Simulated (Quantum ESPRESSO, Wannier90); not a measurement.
**HgS (P3₂21): Wannier90 run**

Cell from Materials Project (mp-9252), symmetrised, no further relaxation. COD (Crystallography Open Database) has the formula in 4 space groups, this one among them (matched by group alone). Computed values, not measurements, from PBE: Quantum ESPRESSO (norm-conserving PseudoDojo potentials, cutoff 53 Ry, no spin polarisation, no spin-orbit coupling) on a Γ-centred 6×6×4 mesh, then Wannier90. Density: 12×12×4 mesh, cold smearing 0.01 Ry. The cell is built of weakly bound layers, chains or molecules, whose nearest atoms lie 3.41 Å apart. Database cells relaxed without dispersion often hold them too far apart, which can enlarge gaps and weakens couplings between them; spacing and stacking were not compared with the measured crystal. Spin-orbit coupling is left out although heavy elements are present.

```
begin unit_cell_cart
ang
    4.4307098195    0.0000000000    0.0000000000
   -2.2153549098    3.8371072605    0.0000000000
    0.0000000000    0.0000000000    9.7455900000
end unit_cell_cart
mp_grid = 6 6 4
```

Neighbour vectors b of the finite-difference formula (Å⁻¹), by shell:

```tsv
shell	b_x	b_y	b_z
1	0.00000	0.00000	0.16118
1	0.00000	0.00000	-0.16118
2	0.00000	0.27291	0.00000
2	0.23635	0.13646	0.00000
2	0.00000	-0.27291	0.00000
2	0.23635	-0.13646	0.00000
2	-0.23635	-0.13646	0.00000
2	-0.23635	0.13646	0.00000
```

### Question
Find the weights w_b from the completeness condition Σ_b w_b b_α b_β = δ_αβ.

### Answer
Shell 1: Σ b_x² = 0.000, Σ b_y² = 0.000, Σ b_z² = 0.052 Å⁻²
Shell 2: Σ b_x² = 0.223, Σ b_y² = 0.223, Σ b_z² = 0.000 Å⁻²
Each of the three diagonal sums, weighted, has to give 1 and the off-diagonal ones 0, which holds for w_1 = 19.2 Å², w_2 = 4.48 Å². Check on xx: 19.25×0.000 + 4.48×0.223 = 1.00.

On this mesh the 12 functions of bands 13-15,31-39 (valence bands; start: SCDM (isolated), conv_tol = 1.0e-6) end with spreads 2.3453, 2.3460, 2.3456, 2.3450, 2.3455, 2.3450, 3.1388, 3.1387, 3.1389, 3.1400, 3.1399, 3.1386 Å², Ω_I = 31.6917 Å² and Ω_D = 0.0125 Å².

Ω_total is the sum of the spreads, 32.907 Å². Ω_OD = Ω_total − Ω_I − Ω_D = 1.203 Å². Only (Ω_D + Ω_OD)/Ω_total = 3.7 % depends on the gauge, and another start could lower the total by that share at most. The rms radius is √(Ω_total/12) = 1.66 Å.
